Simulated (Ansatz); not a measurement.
## Pt: from a starting cell to a relaxed one

The start is a generated trial cell of Pt in the AFLOW prototype A_tI2_139_a (A_a). Cell shape, volume and atoms are optimised at zero target pressure with PBEsol (plane waves to 420 eV, PAW, scalar-relativistic; Ansatz, a first-principles code). First-step values are on the input's coarse k-mesh.

Ansatz input (later rounds restart from its end on a renewed k-mesh):
Ansatz 0.2 input:
```yaml
crystal:
  lattice:
    - [-1.6596823, 1.6596823, 1.3667475]
    - [1.6596823, -1.6596823, 1.3667475]
    - [1.6596823, 1.6596823, -1.3667475]
  atoms:
    - { symbol: Pt, position: [0, 0, 0] }
basis: { ecutwfc: 420, ecutrho_ratio: 4, xc_grid: 2, fft_grid_basis: typed }
kpoints: { mp_grid: { grid: [15, 15, 15] } }
hamiltonian:
  xc: pbesol
  dispersion: none
  pseudopotentials: { kind: paw }
scf: { occupations: { method: fermi_dirac, width: 0.05 } }
relax: { f_tol: 0.01, max_steps: 100, cell: { stress_tol: 0.02 } }
output: { forces: true, stress: true }
```

Question: What pressure does the first self-consistent step give?

Answer: +2.2 GPa (positive: the cell is compressed).

Question: How much energy is released per atom?

Answer: 0.01 eV/atom.

Question: How does the volume per atom move from start to end?

Answer: +0.9 %, from 15.06 to 15.20 Å³/atom.

Question: Is the relaxed structure metallic? Give its gap.

Answer: Zero (metallic).

Question: Write out the relaxed structure.

Answer: 
```cif
data_Pt2
_chemical_formula_sum 'Pt2'
_space_group_name_H-M_alt 'I4/mmm'
_space_group_IT_number 139
_space_group_name_Hall '-I 4 2'
_cell_length_a 3.35262
_cell_length_b 3.35262
_cell_length_c 2.70452
_cell_angle_alpha 90.000
_cell_angle_beta 90.000
_cell_angle_gamma 90.000
loop_
_atom_site_label
_atom_site_type_symbol
_atom_site_symmetry_multiplicity
_atom_site_Wyckoff_symbol
_atom_site_fract_x
_atom_site_fract_y
_atom_site_fract_z
_atom_site_occupancy
Pt1 Pt 2 a 0.00000 0.00000 0.00000 1
```
(The calculation used a cell of 1 atom; values per cell refer to that cell.)

The space group stays I4/mmm (No. 139) (the run could not lower it); the end is AFLOW prototype A_tI2_139_a (A_a), with 1 atom in the primitive cell. Final values are on a 22×22×22 k-mesh of the relaxed cell. No spin polarisation in the result.

The run could not lose the symmetry of its start; a randomly shaken copy of 2 atoms returns to this structure.

The relaxed structure here is a generated cell of Pt: the first start was made by placing the elements on the sites of a structure type, and the end was not matched to a known phase here, so it may be hypothetical. Known forms of Pt include space group No. 225.
